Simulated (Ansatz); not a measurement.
**Equation of state of Sn₂Ir from a dense series**

```xyz
3
Lattice="0.0000 3.1690 3.1690 3.1690 0.0000 3.1690 3.1690 3.1690 0.0000" Properties=species:S:1:pos:R:3 pbc="T T T"
Sn    1.5845    1.5845    1.5845
Sn    4.7535    4.7535    4.7535
Ir    0.0000    0.0000    0.0000
```

Atoms are numbered in the order listed.

The cell is COD entry 9009019, as deposited and not checked against the literature; nothing was relaxed.

Spin polarisation is left out, and whether a magnetic state lies lower isn't shown here.

No spin–orbit coupling, which matters for the heavy atoms here.

Theory: DFT, LDA, all-electron LAPW, scalar-relativistic (Ansatz 0.2.0).

The runs use a Γ-centred 10×10×10 k mesh, Fermi–Dirac smearing of 0.03 eV, basis error target 1 meV/atom, no spin polarisation.

The cell is scaled evenly. Fractional coordinates are held (clamped ions).

```
V (Å³/atom)  P (GPa)
     20.368     3.53
     20.792     0.51
     21.004    -0.86
     21.217    -2.14
     21.429    -3.35
     21.641    -4.49
     22.065    -6.53
     22.490    -8.25
```

(1) Fit a third-order Birch–Murnaghan curve to the pressures.

(2) Predict the pressure at the withheld volume, 19.944 Å³/atom.

## Answers

(1) P = (3B0/2)(y^(7/2) − y^(5/2))[1 + (3/4)(B0′ − 4)(y − 1)] with y = (V0/V)^(2/3) fits within 0.03 GPa for V0 = 20.868 Å³/atom, B0 = 136.3 GPa and B0′ = 5.59.

(2) There y = 1.0307, so the fit gives 7.01 GPa; the run gave 6.97 GPa.
